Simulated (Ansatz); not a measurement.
A relaxation computed with Ansatz, from input to last step.

```yaml
crystal:
  lattice:
    - [-4.469619345, 4.469619345, 4.469619345]
    - [4.469619345, -4.469619345, 4.469619345]
    - [4.469619345, 4.469619345, -4.469619345]
  atoms:
    - { symbol: Si, position: [0.5, 0.25, 0.75] }
    - { symbol: Si, position: [0.5, 0.75, 0.25] }
    - { symbol: Si, position: [0.25, 0.75, 0.5] }
    - { symbol: Si, position: [0.75, 0.25, 0.5] }
    - { symbol: Si, position: [0.25, 0.5, 0.75] }
    - { symbol: Si, position: [0.75, 0.5, 0.25] }
    - { symbol: O, position: [0.35252394, 0.0, 0.64747606] }
    - { symbol: O, position: [0.64747606, 0.64747606, 0.29495212] }
    - { symbol: O, position: [0.35252394, 0.64747606, 0.0] }
    - { symbol: O, position: [0.35252394, 0.70504788, 0.35252394] }
    - { symbol: O, position: [0.64747606, 0.29495212, 0.64747606] }
    - { symbol: O, position: [0.0, 0.35252394, 0.64747606] }
    - { symbol: O, position: [0.70504788, 0.35252394, 0.35252394] }
    - { symbol: O, position: [0.64747606, 0.35252394, 0.0] }
    - { symbol: O, position: [0.0, 0.64747606, 0.35252394] }
    - { symbol: O, position: [0.29495212, 0.64747606, 0.64747606] }
    - { symbol: O, position: [0.35252394, 0.35252394, 0.70504788] }
    - { symbol: O, position: [0.64747606, 0.0, 0.35252394] }
basis:
  ecutwfc: 420
kpoints:
  mp_grid: { grid: [4, 4, 4] }
hamiltonian:
  xc: lda
scf:
  occupations: { method: gaussian, width: 0.02 }
output:
  forces: true
  stress: true
  eigenvalues: true
relax:
  adjacent_minimum: "off"
  f_tol: 0.005
  max_steps: 80
  cell: { stress_tol: 0.05 }
```

```bash
ansatz run input.yaml --threads 4 --pin off --max-ram 10240MiB --backend cpu --events-out ev --progress --plain --runs-dir out
```

Computed with DFT LDA, scalar-relativistic, plane waves, PAW (Ansatz 0.2.0).

Of 5 frames 5 are shown, positions in Å and forces in eV/Å; the SCF threshold varies from step to step. Steps run on the plane waves of an earlier cell, with a Pulay correction in the pressure. The basis is chosen afresh for the last frame, the zero of the energies, and at times for earlier ones too; energy and pressure can step there, also at an unchanged geometry. Where two frames share a geometry here, they differ by under 2 meV/atom and 0.3 GPa.

```xyz
18
Lattice="-4.4696 4.4696 4.4696 4.4696 -4.4696 4.4696 4.4696 4.4696 -4.4696" Properties=species:S:1:pos:R:3:forces:R:3 pbc="T T T" step=1 free_energy_over_end_meV_per_atom=0.66 pressure_GPa=-1.16
Si    2.2348    4.4696    0.0000    0.0000    0.0000    0.0000
Si    2.2348    0.0000    4.4696    0.0000    0.0000    0.0000
Si    4.4696    0.0000    2.2348    0.0000    0.0000    0.0000
Si    0.0000    4.4696    2.2348    0.0000    0.0000    0.0000
Si    4.4696    2.2348    0.0000    0.0000    0.0000    0.0000
Si    0.0000    2.2348    4.4696    0.0000    0.0000    0.0000
O     1.3183    4.4696   -1.3183   -0.0187    0.0000    0.0187
O     1.3183    1.3183    4.4696   -0.0187   -0.0187    0.0000
O     1.3183   -1.3183    4.4696   -0.0187    0.0187    0.0000
O     3.1513    0.0000    3.1513    0.0187    0.0000    0.0187
O     1.3183    4.4696    1.3183   -0.0187    0.0000   -0.0187
O     4.4696    1.3183   -1.3183    0.0000   -0.0187    0.0187
O     0.0000    3.1513    3.1513    0.0000    0.0187    0.0187
O    -1.3183    1.3183    4.4696    0.0187   -0.0187    0.0000
O     4.4696   -1.3183    1.3183    0.0000    0.0187   -0.0187
O     4.4696    1.3183    1.3183    0.0000   -0.0187   -0.0187
O     3.1513    3.1513    0.0000    0.0187    0.0187    0.0000
O    -1.3183    4.4696    1.3183    0.0187    0.0000   -0.0187
18
Lattice="-4.4630 4.4630 4.4630 4.4630 -4.4630 4.4630 4.4630 4.4630 -4.4630" Properties=species:S:1:pos:R:3:forces:R:3 pbc="T T T" step=2 free_energy_over_end_meV_per_atom=-0.10 pressure_GPa=-0.59
Si    2.2315    4.4630    0.0000    0.0000    0.0000    0.0000
Si    2.2315    0.0000    4.4630    0.0000    0.0000    0.0000
Si    4.4630    0.0000    2.2315    0.0000    0.0000    0.0000
Si    0.0000    4.4630    2.2315    0.0000    0.0000    0.0000
Si    4.4630    2.2315    0.0000    0.0000    0.0000    0.0000
Si    0.0000    2.2315    4.4630    0.0000    0.0000    0.0000
O     1.3169    4.4630   -1.3169   -0.0049    0.0000    0.0049
O     1.3169    1.3169    4.4630   -0.0049   -0.0049    0.0000
O     1.3169   -1.3169    4.4630   -0.0049    0.0049    0.0000
O     3.1461    0.0000    3.1461    0.0049    0.0000    0.0049
O     1.3169    4.4630    1.3169   -0.0049    0.0000   -0.0049
O     4.4630    1.3169   -1.3169    0.0000   -0.0049    0.0049
O     0.0000    3.1461    3.1461    0.0000    0.0049    0.0049
O    -1.3169    1.3169    4.4630    0.0049   -0.0049    0.0000
O     4.4630   -1.3169    1.3169    0.0000    0.0049   -0.0049
O     4.4630    1.3169    1.3169    0.0000   -0.0049   -0.0049
O     3.1461    3.1461    0.0000    0.0049    0.0049    0.0000
O    -1.3169    4.4630    1.3169    0.0049    0.0000   -0.0049
18
Lattice="-4.4559 4.4559 4.4559 4.4559 -4.4559 4.4559 4.4559 4.4559 -4.4559" Properties=species:S:1:pos:R:3:forces:R:3 pbc="T T T" step=3 free_energy_over_end_meV_per_atom=-0.59 pressure_GPa=0.02
Si    2.2279    4.4559    0.0000    0.0000    0.0000    0.0000
Si    2.2279    0.0000    4.4559    0.0000    0.0000    0.0000
Si    4.4559    0.0000    2.2279    0.0000    0.0000    0.0000
Si    0.0000    4.4559    2.2279    0.0000    0.0000    0.0000
Si    4.4559    2.2279    0.0000    0.0000    0.0000    0.0000
Si    0.0000    2.2279    4.4559    0.0000    0.0000    0.0000
O     1.3155    4.4559   -1.3155    0.0085    0.0000   -0.0085
O     1.3155    1.3155    4.4559    0.0085    0.0085    0.0000
O     1.3155   -1.3155    4.4559    0.0085   -0.0085    0.0000
O     3.1404    0.0000    3.1404   -0.0085    0.0000   -0.0085
O     1.3155    4.4559    1.3155    0.0085    0.0000    0.0085
O     4.4559    1.3155   -1.3155    0.0000    0.0085   -0.0085
O     0.0000    3.1404    3.1404    0.0000   -0.0085   -0.0085
O    -1.3155    1.3155    4.4559   -0.0085    0.0085    0.0000
O     4.4559   -1.3155    1.3155    0.0000   -0.0085    0.0085
O     4.4559    1.3155    1.3155    0.0000    0.0085    0.0085
O     3.1404    3.1404    0.0000   -0.0085   -0.0085    0.0000
O    -1.3155    4.4559    1.3155   -0.0085    0.0000    0.0085
18
Lattice="-4.4556 4.4556 4.4556 4.4556 -4.4556 4.4556 4.4556 4.4556 -4.4556" Properties=species:S:1:pos:R:3:forces:R:3 pbc="T T T" step=4 free_energy_over_end_meV_per_atom=-0.60 pressure_GPa=0.00
Si    2.2278    4.4556    0.0000    0.0000    0.0000    0.0000
Si    2.2278    0.0000    4.4556    0.0000    0.0000    0.0000
Si    4.4556    0.0000    2.2278    0.0000    0.0000    0.0000
Si    0.0000    4.4556    2.2278    0.0000    0.0000    0.0000
Si    4.4556    2.2278    0.0000    0.0000    0.0000    0.0000
Si    0.0000    2.2278    4.4556    0.0000    0.0000    0.0000
O     1.3162    4.4556   -1.3162    0.0007    0.0000   -0.0007
O     1.3162    1.3162    4.4556    0.0007    0.0007    0.0000
O     1.3162   -1.3162    4.4556    0.0007   -0.0007    0.0000
O     3.1394    0.0000    3.1394   -0.0007    0.0000   -0.0007
O     1.3162    4.4556    1.3162    0.0007    0.0000    0.0007
O     4.4556    1.3162   -1.3162    0.0000    0.0007   -0.0007
O     0.0000    3.1394    3.1394    0.0000   -0.0007   -0.0007
O    -1.3162    1.3162    4.4556   -0.0007    0.0007    0.0000
O     4.4556   -1.3162    1.3162    0.0000   -0.0007    0.0007
O     4.4556    1.3162    1.3162    0.0000    0.0007    0.0007
O     3.1394    3.1394    0.0000   -0.0007   -0.0007    0.0000
O    -1.3162    4.4556    1.3162   -0.0007    0.0000    0.0007
18
Lattice="-4.4556 4.4556 4.4556 4.4556 -4.4556 4.4556 4.4556 4.4556 -4.4556" Properties=species:S:1:pos:R:3:forces:R:3 pbc="T T T" step=5 free_energy_over_end_meV_per_atom=0.00 pressure_GPa=-0.05
Si    2.2278    4.4556    0.0000    0.0000    0.0000    0.0000
Si    2.2278    0.0000    4.4556    0.0000    0.0000    0.0000
Si    4.4556    0.0000    2.2278    0.0000    0.0000    0.0000
Si    0.0000    4.4556    2.2278    0.0000    0.0000    0.0000
Si    4.4556    2.2278    0.0000    0.0000    0.0000    0.0000
Si    0.0000    2.2278    4.4556    0.0000    0.0000    0.0000
O     1.3162    4.4556   -1.3162    0.0006    0.0000   -0.0006
O     1.3162    1.3162    4.4556    0.0006    0.0006    0.0000
O     1.3162   -1.3162    4.4556    0.0006   -0.0006    0.0000
O     3.1394    0.0000    3.1394   -0.0006    0.0000   -0.0006
O     1.3162    4.4556    1.3162    0.0006    0.0000    0.0006
O     4.4556    1.3162   -1.3162    0.0000    0.0006   -0.0006
O     0.0000    3.1394    3.1394    0.0000   -0.0006   -0.0006
O    -1.3162    1.3162    4.4556   -0.0006    0.0006    0.0000
O     4.4556   -1.3162    1.3162    0.0000   -0.0006    0.0006
O     4.4556    1.3162    1.3162    0.0000    0.0006    0.0006
O     3.1394    3.1394    0.0000   -0.0006   -0.0006    0.0000
O    -1.3162    4.4556    1.3162   -0.0006    0.0000    0.0006
```

The run took 14 s on 4 threads of Oxide Virtual Turin-like Processor (Zen 5), with other jobs on the host, peak memory 0.9 GiB.